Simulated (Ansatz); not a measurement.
Input:

PbS:
```cif
data_Pb4S4
_chemical_formula_sum 'Pb4 S4'
_space_group_name_H-M_alt 'Fm-3m'
_space_group_IT_number 225
_space_group_name_Hall '-F 4 2 3'
_cell_length_a 5.97448
_cell_length_b 5.97448
_cell_length_c 5.97448
_cell_angle_alpha 90.000
_cell_angle_beta 90.000
_cell_angle_gamma 90.000
loop_
_atom_site_label
_atom_site_type_symbol
_atom_site_symmetry_multiplicity
_atom_site_Wyckoff_symbol
_atom_site_fract_x
_atom_site_fract_y
_atom_site_fract_z
_atom_site_occupancy
Pb1 Pb 4 a 0.00000 0.00000 0.00000 1
S1 S 4 b 0.50000 0.50000 0.50000 1
```
(The calculation used a cell of 2 atoms; values per cell refer to that cell.)

This is the r²SCAN-relaxed structure.

Problem. All from DFT-r²SCAN in the program Ansatz with PAW potentials, unless another level is named. Estimate the Poisson's ratio.

Solution. 0.27.

Problem. And the elastic constants (relaxed ions, GPa)?

Solution. C11 = 138, C12 = 17.6, C44 = 20.6.

Symmetry was held in the r²SCAN relaxation. Scalar-relativistic: spin–orbit coupling is off unless named, which matters more the heavier the elements.

Potentials: the later of the program's two PAW sets.
